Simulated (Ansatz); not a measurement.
An element in the bcc structure gives these cold pressures by all-electron LAPW under PBE (Ansatz 0.2.0, scalar-relativistic, spin-polarised).

```csv
V (Å³/atom),P (GPa)
11.35,-0.19
9.99,33.6
8.85,86.1
7.72,181.8
6.58,362.8
5.67,643.9
4.88,1096
```

Q: Which element is it?

A: Fe. Its zero-pressure volume in this structure is near 11.3 Å³/atom; the volume and the steepness of P(V) together point to it, though neighbours can come close. This is the case that was computed; others weren't tested.
